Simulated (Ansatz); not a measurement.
# LaOs$_{2}$: reading a single point

```
CELL_PARAMETERS angstrom
0.00000 3.85371 3.85371
3.85371 0.00000 3.85371
3.85371 3.85371 0.00000
ATOMIC_POSITIONS crystal
La 0.00000 0.00000 0.00000
La 0.25000 0.25000 0.25000
Os 0.62500 0.62500 0.62500
Os 0.12500 0.62500 0.62500
Os 0.62500 0.62500 0.12500
Os 0.62500 0.12500 0.62500
```

Method: r2SCAN, no spin polarisation; PAW, plane waves to 500 eV, 8×8×8 Γ-centred mesh, gaussian occupations (width 0.1202 eV) (Ansatz 0.2.0), atoms fixed.

Q: Is the cell too large or too small?

A: The pressure is 1.3 GPa (compression positive), so with the atoms held at these fractions the cell would first expand.

Q: Metal or insulator?

A: It is a metal, with about 7.6 states/eV a cell as the mean within 0.25 eV of the Fermi level, mostly Os d (83 %).

Q: Which element gives electrons and which takes them?

A: Bader charges in e: La +1.40, Os -0.70. In the mean La gives up most and Os takes most.

Q: What is the formation energy?

A: -0.03 eV an atom against the elements' usual phases (free molecules for gases, crystals otherwise, with no correction for O₂ or N₂), too near zero to call. Relaxing would lower it.

Q: Describe some of the short contacts.

A: Os–Os at 2.73 Å: least valence density 0.44 e/Å³ and ELF 0.37 there. La–Os at 3.20 Å: least valence density 0.21 e/Å³ and ELF 0.15 there. La–La at 3.34 Å: least valence density 0.11 e/Å³ and ELF 0.03 there. Both are smooth PAW fields, read partly inside the augmentation spheres.

Origin: a database entry at a rescaled volume. Caveats: many states at the Fermi level without spin polarisation, so a magnetic state may lie lower; f levels without a U or exact exchange are poorly placed.
